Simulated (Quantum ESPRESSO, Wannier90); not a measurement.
## Wannierisation of TlBr (CsCl type)

```xyz
2
Lattice="3.9999 0.0000 0.0000 0.0000 3.9999 0.0000 0.0000 0.0000 3.9999" Properties=species:S:1:pos:R:3 pbc="T T T"
Tl     0.0000     0.0000     0.0000
Br     2.0000     2.0000     2.0000
```

Cell from Materials Project (mp-22875), symmetrised, no further relaxation. COD (Crystallography Open Database) has an entry of this formula and space group (matched by these alone). Level: PBEsol, spinors with spin-orbit coupling; pw.x of Quantum ESPRESSO at 50 Ry with PseudoDojo potentials, 6×6×6 k-points, Wannier90. Density: 8×8×8 mesh, cold smearing 0.01 Ry.

A tight-binding model is made by disentanglement and projection with no localisation steps (num_iter = 0), so the 16 orbitals stay atom-like: hydrogen-like Tl: s;p; Br: s;p, axes along x, y, z; frozen window up to 2.71 eV relative to the valence-band maximum. It follows pw.x to 5.6 meV rms for states up to 2.2 eV relative to the valence-band maximum. Matrix elements depend on this choice of orbitals and windows. Bands 3–6 (Tl 5d 100 %), 7–12 (Tl 5d 99 %) lie between the kept ones and are excluded.

Task: What are the on-site energies relative to the valence-band maximum, and how fast do the hoppings decay?

Result: 
| atom | orbitals | energy (eV) |
|---|---|---|
| Tl1 | s↑ s↓ | -3.68 |
| Tl1 | pz↑ pz↓ px↑ px↓ py↑ py↓ | 4.18 |
| Br2 | s↑ s↓ | -13.38 |
| Br2 | pz↑ pz↓ px↑ px↓ py↑ py↓ | -1.21 |

```csv
distance of the centres (Å),largest modulus (eV)
3–4,0.94
5–6,0.046
6–7,0.078
7–8,0.079
8–9,0.0043
9–10,0.0098
10–11,0.0052
```

Effective spin-orbit constants λ of λ L·S, from the same-site elements px↑–py↑ (λ/2) and dx2-y2↑–dxy↑ (λ), where they are among the larger elements: Tl1 p 0.95 eV, Br2 p 0.32 eV.
